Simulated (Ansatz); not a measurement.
Polymorphs of CrN, each relaxed with plane-wave PAW r²SCAN (Ansatz code):

A: P-6m2
a = 2.6717 Å, b = 2.6717 Å, c = 2.5749 Å, α = 90.00°, β = 90.00°, γ = 120.00°

```json
[
 {"atom": "Cr", "site": "1f", "symmetry": "-6m2", "x": "0.6667", "y": "0.3333", "z": "0.5000"},
 {"atom": "N", "site": "1c", "symmetry": "-6m2", "x": "0.3333", "y": "0.6667", "z": "0.0000"}
]
```

B: Pmmn
a = 2.9785 Å, b = 4.1381 Å, c = 2.8807 Å, α = β = γ = 90.00°

| atom | site | symmetry | x | y | z |
|---|---|---|---|---|---|
| Cr | 2a | mm2 | 0.0000 | 0.0000 | 0.2781 |
| N | 2b | mm2 | 0.0000 | 0.5000 | 0.2255 |

### Question
Rank these by energy per atom at 0 K (lowest first), as r²SCAN gives it.

### Answer
B (+0 meV/atom), A (+372 meV/atom)

### Question
Give each one's gap.

### Answer
A no gap; B 0.28 eV.

Spin orders computed, not proven ground states: A ferromagnetic; B antiferromagnetic. Standing as an ambient phase not checked: A; B. All cells were relaxed under the symmetry of their starts (and spin orders); stability against distortions was not tested throughout. Cells of antiferromagnets are given as chemical subcells.

Energies hold the estimated change up to a 700 eV cutoff; steps of a few meV lie near the error of the meshes.

Potentials: the later of the program's two PAW sets.
